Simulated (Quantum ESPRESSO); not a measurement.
```cif
data_F9Mo3Na9O9
_chemical_formula_sum 'O9 F9 Na9 Mo3'
_space_group_name_H-M_alt 'R3 :H'
_space_group_IT_number 146
_space_group_name_Hall 'R 3'
_cell_length_a 5.56694
_cell_length_b 5.56694
_cell_length_c 14.50619
_cell_angle_alpha 90.000
_cell_angle_beta 90.000
_cell_angle_gamma 120.000
loop_
_atom_site_label
_atom_site_type_symbol
_atom_site_symmetry_multiplicity
_atom_site_Wyckoff_symbol
_atom_site_fract_x
_atom_site_fract_y
_atom_site_fract_z
_atom_site_occupancy
O1 O 9 b 0.40556 0.02846 0.28312 1
F1 F 9 b 0.25557 0.28015 0.10422 1
Na1 Na 3 a 0.00000 0.00000 0.22602 1
Na2 Na 3 a 0.00000 0.00000 0.50992 1
Na3 Na 3 a 0.00000 0.00000 0.72763 1
Mo1 Mo 3 a 0.00000 0.00000 0.00022 1
```
(The calculation used a cell of 10 atoms; values per cell refer to that cell.)

The geometry is that of Materials Project entry mp-18753, symmetrised and not relaxed again.

Task: What does LDA (pw.x of Quantum ESPRESSO, ONCV potentials, without SOC) give for the electronic structure near the Fermi level?

Result: The LDA gap is indirect, 3.99 eV, from X to Z; the smallest direct gap is 4.19 eV. Another valence extremum on the path lies within 0.02 eV, too close to call. Spin-orbit splittings are left out.
